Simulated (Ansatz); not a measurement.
CuI (zinc blende, space group No. 216), PBE (plane waves, PAW; program Ansatz). The conduction-band minimum lies at Γ, with 1 equivalent valley. Second derivatives d²E/dk² of the lowest band at one valley (eV·Å²), along Cartesian directions:

| direction | d²E/dk² |
|---|---|
| [100] | 50.74 |
| [010] | 50.74 |
| [001] | 50.74 |
| [110] | 50.70 |
| [101] | 50.70 |
| [011] | 50.70 |

Task: Find the principal effective masses, the density-of-states mass and the conductivity mass.

Result: Off-diagonal terms follow from H_xy = H[110] − (H_xx + H_yy)/2, and m*/mₑ = 7.620 eV·Å² over each eigenvalue: 0.15, 0.15, 0.15. One valley's DOS mass (m₁m₂m₃)^(1/3) = 0.15, conductivity mass 3/(Σ 1/mᵢ) = 0.15 mₑ.

Task: What effective density of states Nc follows at 300 K for parabolic valleys?

Result: Nc = 2.509e19 × 1 × (0.15)^(3/2) ≈ 1.5e18 cm⁻³.

Task: With the computed static dielectric constant 8.08 (mean of the diagonal), estimate a hydrogenic donor's binding energy and radius.

Result: E = 13.606 eV × 0.15/8.08² ≈ 31 meV; a = 0.529 Å × ε/m* ≈ 28 Å. Semilocal masses tend to be too small where the gap is.

Task: With ε∞ = 6.37 and ω_LO = 138 cm⁻¹, what Fröhlich coupling constant follows?

Result: α = (1/ε∞ − 1/ε0) √(m* × 13.606 eV/ħω_LO) = 0.36.

Space group F-43m (zinc blende). The cell was relaxed with PBE under the symmetry of its start; phonons on a q-mesh show no instability. The run is not spin-polarised. Spin–orbit coupling is left out wherever it is not named.

Potentials: the later of the program's two PAW sets.
